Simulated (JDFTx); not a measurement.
Al(110) slab cut from bulk Al (space group Fm-3m, indices of the conventional cell, lattice of the Materials Project entry mp-134, not re-optimised): 8 atoms in 8 planes, a 1x1 cell of 11.54 Å² (|a| = 2.856, |b| = 4.039 Å), 9.9 Å between the outermost planes, cell height 26.0 Å, 8×6×1 k mesh, Fermi smearing 0.01 Ha, no spin polarisation.

Level of theory: PBE, GBRV ultrasoft potentials, plane waves to 20/100 Ha; code: a modified build of JDFTx. Liquid on both sides: CANDLE, water, 0.5 M KCl; nuclei fixed. On the negative side CANDLE's cavity feels the periodic box, so those points shift with the cell height.

Charging data:

```tsv
U − U_pzc (V)	σ (μC/cm²)
-0.59	-17.18
-0.29	-5.60
0.00	0.00
```

Working it through: a check of Lippmann's equation. The grand free energy per area against the neutral slab, Δγ = [F(N) − F(N₀) − μ(N − N₀)]/2A, is taken from the total energies of the same runs.

```
U − U_pzc (V)  Δγ (mJ/m²)
-------------  ----------
-0.59               -39.5
-0.29                -7.4
0.00                  0.0
```

Δγ is largest at zero charge and falls away from it, as dγ/dU = −σ demands. At -0.59 V the computed -39.5 mJ/m² stands beside -50.6 mJ/m² from the constant-capacitance formula.
